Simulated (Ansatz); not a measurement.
This Ansatz input for YSe2 in the fluorite structure was spoiled on purpose:

```yaml
crystal:
  lattice:
    - [0.0, 3.4294106005, 3.4294106005]
    - [3.4294106005, 0.0, 3.4294106005]
    - [3.4294106005, 3.4294106005, 0.0]
  atoms:
    - { symbol: "Y", position: [0.0, 0.0, 0.0] }
    - { symbol: Se, position: [0.25, 0.25, 0.25] }
    - { symbol: Se, position: [0.75, 0.75, 0.75] }
basis:
  ecutwfc: 420
  ecutrho_ratio: 4
kpoints:
  mp_grid: { grid: [8, 8, 8] }
hamiltonian:
  xc: pbe
scf:
  occupations: { method: gaussian, width: 0.05 }
  max_iter: 3
output:
  forces: true
  stress: true
```

Launched as:
```sh
ansatz run input.yaml --threads 2 --pin off --max-ram 2662MiB --backend cpu --events-out ev --progress --plain --runs-dir out
```

What is wrong with it?

Too few SCF iterations. Against the sound input: scf.max_iter: 3.

What the program printed:

```
SCF iter   1: F=—  HF=-14790.853204 eV  |F-HF|=—  |Δ(HF+E_count)|=         —  Δρ=1.50e-3  dr2=1.26e-3
SCF iter   2: F=—  HF=-14790.854497 eV  |F-HF|=—  |Δ(HF+E_count)|=   1.29e-3  Δρ=6.52e-4  dr2=1.28e-4
SCF iter   3: F=—  HF=-14790.854997 eV  |F-HF|=—  |Δ(HF+E_count)|=   5.00e-4  Δρ=2.52e-4  dr2=2.45e-5
```

```
Error: did not converge after 3 iterations: dr2 = 2.45e-5 (threshold 1.00e-7), under the density mixer `msr1`, which `scf.mixing.algorithm: auto` chose by the deck's other keys (type `scf.mixing.algorithm: msr1` to keep it); raise `scf.max_iter`, which need not help a stalled SCF, or adjust the mixing (`scf.mixing`) or, under a smearing, its width (`scf.occupations.width`, in either direction: another width is another result); this SCF holds its density and magnetisation to the symmetry operations that it keeps, and cannot end on a state that breaks one of them: if the state sought breaks one, re-run with `crystal.symmetry.detect: false`, without `crystal.symmetry.time_reversal: true`, on a non-collinear deck whose state breaks time reversal, with `crystal.symmetry.time_reversal: false` beside it (there exact exchange or a DFT+U term alone can polarise the run; a magnetic state wants starting …
```

The run ended without convergence. Run time: 1 s on 2 threads of Arm Neoverse V2, with other jobs on the host, peak memory 0.34 GiB. The run before the change (PBE, 420 eV, 8×8×8 mesh) gave:

```tsv
run	P (GPa)	gap on the mesh (eV)	cell moment (μB)	largest force component (eV/Å)
sound	0.0	metal	–	0.000
```

The start was a prototype's sites filled with these elements, not a measured cell.

Of that run: The cell is a metal with an odd number of electrons, and spin polarisation wasn't tried. A displaced or strained copy of the relaxed cell lay 2.8 meV/atom lower, so the structure isn't a true minimum at this level, unless the mesh, which matters in a metal, makes it so.
